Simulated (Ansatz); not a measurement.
The following input was run with Ansatz 0.2.0.

```yaml
crystal:
  lattice:
    - [4.5922, 0.0, 0.0]
    - [0.0, 4.5922, 0.0]
    - [0.0, 0.0, 2.9574]
  atoms:
    - { symbol: Ti, position: [0.0, 0.0, 0.0] }
    - { symbol: Ti, position: [0.5, 0.5, 0.5] }
    - { symbol: O, position: [0.30496, 0.30496, 0.0] }
    - { symbol: O, position: [0.19504, 0.80496, 0.5] }
    - { symbol: O, position: [0.69504, 0.69504, 0.0] }
    - { symbol: O, position: [0.80496, 0.19504, 0.5] }
basis:
  ecutwfc: 500
kpoints:
  mp_grid: { grid: [6, 6, 10] }
hamiltonian:
  xc: r2scan
scf:
  occupations: { method: gaussian, width: 0.02 }
output:
  forces: true
  stress: true
  eigenvalues: true
  write_density: true
  write_potential: true
  elf: true
  volumetric_format: npy
relax:
  adjacent_minimum: "off"
  f_tol: 0.005
  max_steps: 80
  cell: { stress_tol: 0.05 }
```

Launched with
```bash
ansatz run input.yaml --threads 1 --pin off --max-ram 2560MiB --backend cpu --events-out ev --progress --plain --runs-dir out
```

All numbers below come from DFT r2SCAN, scalar-relativistic, plane waves, PAW in Ansatz 0.2.0.

Abridged output:

```
Pseudopotentials: kind: paw
Pseudopotential: Ti, paw, valence charge 12, recommended cutoff 500 eV (meta_gga)
Pseudopotential: O, paw, valence charge 6, recommended cutoff 500 eV (meta_gga)
Functional definition: r2SCAN
Crystal: 6 atoms, lattice volume = 62.367 Å³
Basis set: ecut = 500 eV, 1559 PW (Γ), exchange–correlation on 144×144×96 points (64 copies of the dense FFT grid, shifted against one another)
Bands: 30, of which v1, the nominal top of the filled ones, is band 24 counted from 1 (23 counted from 0)
Symmetry: 16 space group operations
Space group: P42/mnm (ITA 136), of the structure as read, at distance tolerance 4.0e-5 Å
k-points: 60 of 360
Initial density: superposition of atomic densities (neutral atoms: chi_scale 0, normalization atom), corrected by the library's trained network
Initial wavefunctions: pseudopotential atomic-orbital guess
Functional: x = r2scan, c = r2scan; τ floored in thin density (d = 2e-4 eV/Å³)
SCF iter   1: F=—  HF=-7292.561495 eV  |F-HF|=—  |Δ(HF+E_count)|=         —  Δρ=2.75e-2  dr2=5.49e-1  dr2_τ=3.86e-1  ethr=1.77e-3  ⟨swp⟩=5.9  Hψ=7421  notcnv=0
SCF iter   2: F=—  HF=-7292.582995 eV  |F-HF|=—  |Δ(HF+E_count)|=   2.15e-2  Δρ=1.21e-2  dr2=4.39e-2  dr2_τ=2.80e-2  ethr=1.14e-3  ⟨swp⟩=3.0  Hψ=3954  notcnv=0  defer=91
SCF iter   3: F=—  HF=-7292.577632 eV  |F-HF|=—  |Δ(HF+E_count)|=   5.36e-3  Δρ=4.04e-3  dr2=6.05e-3  dr2_τ=5.38e-4  ethr=9.15e-5  ⟨swp⟩=2.0  Hψ=2938  notcnv=0  defer=91
SCF iter   4: F=—  HF=-7292.577436 eV  |F-HF|=—  |Δ(HF+E_count)|=   1.96e-4  Δρ=1.16e-3  dr2=4.19e-4  dr2_τ=1.05e-4  ethr=1.26e-5  ⟨swp⟩=2.0  Hψ=2692  notcnv=0  defer=91
SCF iter   5: F=—  HF=-7292.577504 eV  |F-HF|=—  |Δ(HF+E_count)|=   6.82e-5  Δρ=1.83e-4  dr2=2.31e-5  dr2_τ=1.48e-6  ethr=8.73e-7  ⟨swp⟩=2.1  Hψ=2778  notcnv=0  defer=91
SCF iter   6: F=—  HF=-7292.577514 eV  |F-HF|=—  |Δ(HF+E_count)|=   9.89e-6  Δρ=5.07e-5  dr2=2.17e-6  dr2_τ=1.11e-7  ethr=4.81e-8  ⟨swp⟩=2.0  Hψ=3159  notcnv=0  defer=91
SCF iter   7: F=—  HF=-7292.577514 eV  |F-HF|=—  |Δ(HF+E_count)|=   2.12e-8  Δρ=2.13e-5  dr2=3.32e-7  dr2_τ=1.63e-8  ethr=4.51e-9  ⟨swp⟩=2.1  Hψ=2516  notcnv=0  defer=91
SCF iter   8: F=-7292.577514 eV  HF=-7292.577514 eV  |F-HF|=2.70e-9  |Δ(HF+E_count)|=   2.83e-8  Δρ=2.71e-6  dr2=5.20e-9  dr2_τ=8.89e-11  ethr=2.08e-10  ⟨swp⟩=12.4  Hψ=11019  notcnv=0
SCF 1 converged in 8 iterations: F = -7292.577514 eV  dr2 = 5.20e-9
relax step   1: F+E_penalty+E_count = -7292.57751372 eV  Δ(F+E_penalty+E_count) = +0.000e0 eV  max|allowed force component| = 3.596e-2 eV/Å  Δτ_max = 0.0000 Å  P = +0.201 GPa  Ω = 62.367 Å³  (8 SCF iters, dr2 threshold 1.00e-7 eV, accepted)
Crystal: 6 atoms, lattice volume = 62.406 Å³
Initial density: handed on by an earlier stage of this run
Initial wavefunctions: those handed on with the density
SCF iter   1: F=—  HF=-7292.577748 eV  |F-HF|=—  |Δ(HF+E_count)|=         —  Δρ=4.03e-4  dr2=6.07e-5  dr2_τ=1.23e-3  ethr=1.36e-7  ⟨swp⟩=2.9  Hψ=10149  notcnv=0
SCF iter   2: F=—  HF=-7292.577868 eV  |F-HF|=—  |Δ(HF+E_count)|=   1.20e-4  Δρ=1.96e-4  dr2=1.46e-5  dr2_τ=3.25e-6  ethr=1.27e-7  ⟨swp⟩=2.0  Hψ=3054  notcnv=0
SCF iter   3: F=—  HF=-7292.577869 eV  |F-HF|=—  |Δ(HF+E_count)|=   1.68e-6  Δρ=1.11e-4  dr2=5.51e-6  dr2_τ=5.87e-7  ethr=3.05e-8  ⟨swp⟩=2.1  Hψ=2121  notcnv=0
SCF iter   4: F=-7292.577871 eV  HF=-7292.577871 eV  |F-HF|=7.81e-8  |Δ(HF+E_count)|=   1.30e-6  Δρ=2.28e-5  dr2=1.93e-7  dr2_τ=4.15e-8  ethr=8.12e-10  ⟨swp⟩=7.0  Hψ=11641  notcnv=0
SCF 2 converged in 4 iterations: F = -7292.577871 eV  dr2 = 1.93e-7
relax step   2: F+E_penalty+E_count = -7292.57787063 eV  Δ(F+E_penalty+E_count) = -3.569e-4 eV  max|allowed force component| = 3.933e-3 eV/Å  Δτ_max = 0.0026 Å  P = +0.049 GPa  Ω = 62.406 Å³  energy of the carried Pulay correction = -2.692e-5 eV  (4 SCF iters, dr2 threshold 3.90e-7 eV, accepted)
Crystal: 6 atoms, lattice volume = 62.412 Å³
SCF iter   1: F=—  HF=-7292.577900 eV  |F-HF|=—  |Δ(HF+E_count)|=         —  Δρ=8.84e-5  dr2=2.79e-6  dr2_τ=5.15e-5  ethr=6.09e-9  ⟨swp⟩=3.1  Hψ=10274  notcnv=0
SCF iter   2: F=—  HF=-7292.577908 eV  |F-HF|=—  |Δ(HF+E_count)|=   8.56e-6  Δρ=4.76e-5  dr2=6.18e-7  dr2_τ=1.50e-7  ethr=5.81e-9  ⟨swp⟩=2.0  Hψ=3120  notcnv=0
SCF iter   3: F=—  HF=-7292.577909 eV  |F-HF|=—  |Δ(HF+E_count)|=   6.65e-8  Δρ=2.48e-5  dr2=2.14e-7  dr2_τ=2.81e-8  ethr=3.27e-10  ⟨swp⟩=9.0  Hψ=11619  notcnv=0
SCF iter   4: F=-7292.577909 eV  HF=-7292.577909 eV  |F-HF|=9.04e-9  |Δ(HF+E_count)|=   4.18e-8  Δρ=4.77e-6  dr2=9.51e-9  dr2_τ=1.49e-9  ethr=3.27e-10  ⟨swp⟩=7.9  Hψ=9787  notcnv=0
SCF 3 converged in 4 iterations: F = -7292.577909 eV  dr2 = 9.51e-9
relax step   3: F+E_penalty+E_count = -7292.57790855 eV  Δ(F+E_penalty+E_count) = -3.793e-5 eV  max|allowed force component| = 3.004e-3 eV/Å  Δτ_max = 0.0005 Å  P = +0.017 GPa  Ω = 62.412 Å³  energy of the carried Pulay correction = -3.044e-5 eV  (4 SCF iters, dr2 threshold 1.57e-7 eV, accepted)
Crystal: 6 atoms, lattice volume = 62.414 Å³
SCF iter   1: F=—  HF=-7292.577909 eV  |F-HF|=—  |Δ(HF+E_count)|=         —  Δρ=2.19e-5  dr2=3.40e-7  dr2_τ=1.41e-6  ethr=7.79e-10  ⟨swp⟩=2.0  Hψ=9609  notcnv=0
SCF iter   2: F=—  HF=-7292.577909 eV  |F-HF|=—  |Δ(HF+E_count)|=   1.38e-7  Δρ=1.30e-5  dr2=1.22e-7  dr2_τ=3.53e-9  ethr=7.08e-10  ⟨swp⟩=3.0  Hψ=3347  notcnv=0
SCF iter   3: F=—  HF=-7292.577909 eV  |F-HF|=—  |Δ(HF+E_count)|=   2.77e-8  Δρ=8.05e-6  dr2=3.72e-8  dr2_τ=4.38e-9  ethr=2.53e-10  ⟨swp⟩=2.0  Hψ=2760  notcnv=0
SCF iter   4: F=-7292.577909 eV  HF=-7292.577909 eV  |F-HF|=8.51e-10  |Δ(HF+E_count)|=   5.09e-9  Δρ=2.69e-6  dr2=2.75e-9  dr2_τ=1.99e-10  ethr=1.44e-11  ⟨swp⟩=5.8  Hψ=9779  notcnv=0
SCF 4 converged in 4 iterations: F = -7292.577909 eV  dr2 = 2.75e-9
relax step   4: F+E_penalty+E_count = -7292.57790897 eV  Δ(F+E_penalty+E_count) = -4.145e-7 eV  max|allowed force component| = 1.809e-3 eV/Å  Δτ_max = 0.0001 Å  P = +0.000 GPa  Ω = 62.414 Å³  energy of the carried Pulay correction = -3.201e-5 eV  (4 SCF iters, dr2 threshold 6.91e-9 eV, accepted)
Initial wavefunctions: pseudopotential atomic-orbital guess (no wavefunctions were taken with the density)
SCF iter   1: F=—  HF=-7292.577950 eV  |F-HF|=—  |Δ(HF+E_count)|=         —  Δρ=3.95e-5  dr2=2.19e-8  dr2_τ=2.56e-8  ethr=9.64e-9  ⟨swp⟩=3.0  Hψ=12352  notcnv=0
SCF iter   2: F=—  HF=-7292.577954 eV  |F-HF|=—  |Δ(HF+E_count)|=   3.95e-6  Δρ=2.00e-5  dr2=6.26e-9  dr2_τ=1.34e-7  ethr=4.57e-11  ⟨swp⟩=2.0  Hψ=2874  notcnv=0
SCF iter   3: F=—  HF=-7292.577955 eV  |F-HF|=—  |Δ(HF+E_count)|=   8.04e-7  Δρ=1.10e-6  dr2=6.38e-10  dr2_τ=9.70e-11  ethr=1.31e-11  ⟨swp⟩=2.0  Hψ=2760  notcnv=0
SCF iter   4: F=—  HF=-7292.577955 eV  |F-HF|=—  |Δ(HF+E_count)|=  1.77e-10  Δρ=4.70e-7  dr2=1.15e-10  dr2_τ=3.37e-11  ethr=1.33e-12  ⟨swp⟩=2.3  Hψ=2618  notcnv=0
SCF iter   5: F=-7292.577955 eV  HF=-7292.577955 eV  |F-HF|=5.46e-12  |Δ(HF+E_count)|=  1.55e-10  Δρ=1.83e-7  dr2=1.49e-11  dr2_τ=3.09e-12  ethr=1.00e-12  ⟨swp⟩=5.8  Hψ=7478  notcnv=0
SCF 5 converged in 5 iterations: F = -7292.577955 eV  dr2 = 1.49e-11
SCF converged after 5 iterations
Free energy (F): -7292.577955 eV
Harris-Foulkes:  -7292.577955 eV  (|F-HF|=5.46e-12)
Internal energy: -7292.577955 eV  (E = F + TS)
E sigma→0 (E₀):  -7292.577955 eV
Fermi energy:    9.917109 eV
--- Per-component energies (eV) ---
  E_band       = -440.854447
  E_kinetic    = 1251.133100
  E_local      = -3079.184853  (includes V_loc(G=0)·N_el)
  E_nonlocal   = 191.764938
  E_hartree    = 1170.453518
  E_xc         = -482.936178
  E_vxc        = -693.267695  (∫ρ·V_xc dr)
  E_paw        = -2747.306385  (= ΣΔE_a)
  E_vpaw       = -497.806531  (= ΣTr[D̂ρ^β])
  E_aug_tail   = 0.004761  (compensation charges beyond the density's cutoff)
  E_vtau       = 45.594839  (kinetic-family band-sum trace: ∫τ·v_τ [+ j·A + Jᵃ·Aᵃ] dr)
  E_ewald      = -3595.872177
  E_core_change = -0.634678  (= ΣΔE_core)
  E_smearing   =  0.000000  (= −TS)
--- Forces (eV/Å), atoms counted from 1 ---
  atom   1  Ti     0.00000000     0.00000000     0.00000000
  atom   2  Ti     0.00000000     0.00000000     0.00000000
  atom   3  O     -0.00179713    -0.00179713     0.00000000
  atom   4  O      0.00179713    -0.00179713     0.00000000
  atom   5  O      0.00179713     0.00179713     0.00000000
  atom   6  O     -0.00179713     0.00179713     0.00000000
--- Stress (GPa, compression-positive) ---
       -0.008871       0.000000       0.000000
        0.000000      -0.008871       0.000000
        0.000000       0.000000       0.015529
  P = ⅓ Tr σ = -0.0007 GPa (-0.007 kbar)
--- Band table (eV; the first three rows and the last of 60) ---
  k-point 0: bands = ["-50.3509", "-50.3335", "-25.6035", "-25.6035", "-25.4256", "-25.4256", "-25.3780", "-25.3424", "-10.4404", "-9.2912", "-8.5326", "-8.5326", "2.9382", "3.3148", "3.8053", "4.8577", "4.8577", "6.1738", "6.1738", "6.7517", "8.0619", "8.3288", "8.3288", "8.8069", "11.0274", "11.3501", "11.5691", "11.6673", "11.6673", "13.5278"]
  k-point 1: bands = ["-50.3466", "-50.3300", "-25.5913", "-25.5913", "-25.4236", "-25.4236", "-25.4229", "-25.3898", "-10.3339", "-9.2295", "-8.5846", "-8.5846", "3.0855", "3.4265", "3.9233", "4.7379", "4.7379", "6.3914", "6.3914", "6.4451", "7.6431", "8.1316", "8.1316", "8.7547", "11.2791", "11.4437", "11.5030", "11.7915", "11.7915", "13.6674"]
  k-point 2: bands = ["-50.3351", "-50.3209", "-25.5586", "-25.5586", "-25.5388", "-25.5120", "-25.4191", "-25.4191", "-10.0435", "-9.0770", "-8.7203", "-8.7203", "3.4858", "3.7207", "4.2715", "4.5973", "4.5973", "5.7549", "6.7594", "6.7901", "6.7901", "7.6201", "7.6201", "8.5352", "11.3972", "11.6262", "11.7659", "12.1008", "12.1008", "13.4264"]
  k-point 59: bands = ["-50.3009", "-50.3009", "-25.8252", "-25.8252", "-25.4530", "-25.4530", "-25.4297", "-25.4297", "-9.1614", "-9.1614", "-8.8589", "-8.8589", "4.0052", "4.0052", "4.1413", "4.1413", "5.1636", "5.1636", "5.9736", "5.9736", "7.4944", "7.4944", "8.1008", "8.1008", "11.7497", "11.7497", "12.3811", "12.3811", "12.4175", "12.4175"]
--- Relaxed structure (4 steps of the walk, 4 accepted, 1 SCFs on fresh bases) ---
  F+E_penalty+E_count = -7292.57795487 eV   max|allowed force component| = 1.797e-3 eV/Å   (the final SCF, on the basis selected at the relaxed cell)
  cell:  # Å, volume = 62.4140 Å³
    - [4.59694504, 0.0, 0.0]
    - [0.0, 4.59694504, 0.0]
    - [0.0, 0.0, 2.95354304]
  atoms:
    - { symbol: Ti, position: [0.0, 0.0, 0.0] }
    - { symbol: Ti, position: [0.5, 0.5, 0.49999999] }
    - { symbol: O, position: [0.30463145, 0.30463145, 0.0] }
    - { symbol: O, position: [0.19536854, 0.80463145, 0.49999999] }
    - { symbol: O, position: [0.69536854, 0.69536854, 0.0] }
    - { symbol: O, position: [0.80463145, 0.19536854, 0.49999999] }
```

The relaxation met its thresholds.

Time: 3.3 min on 1 thread of AMD EPYC (Zen 3), on a shared host, peak memory 0.58 GiB.